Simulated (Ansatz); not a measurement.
BN in space group P6_3/mmc (No. 194; B on 4f, N on 4f), r²SCAN+D4 (plane waves, PAW; program Ansatz), all energies at zero smearing, with the estimated change up to a 700 eV cutoff added, with one set of potentials and settings (totals compare only within such a set). Cell of 8 atoms (4 B, 4 N): -2177.003 eV.

```csv
element,reference phase,E (eV/atom)
B,"R-3m, 12 atoms in the cell",-156.6448
N,"Pa-3, 8 atoms in the cell",-384.8553
```

Formation energy per atom, worked out: (-2177.003 − 4×(-156.6448) − 4×(-384.8553))/8 = -1.375 eV/atom (-133 kJ per mol of atoms), at 0 K, without zero-point energy or fitted corrections.

The cell is a constructed one: a structure type filled with these elements. Its sites differ from those of the usual phase in this space group: another stacking or structure type. Symmetry was held in the r²SCAN+D4 relaxation; phonons on a q-mesh show weakly imaginary modes. The volume moved by 56 % from the start of the relaxation. The references are the lowest solids computed at this level, not always the standard phases (solids in place of the gases).

Potentials: the later of the program's two PAW sets.
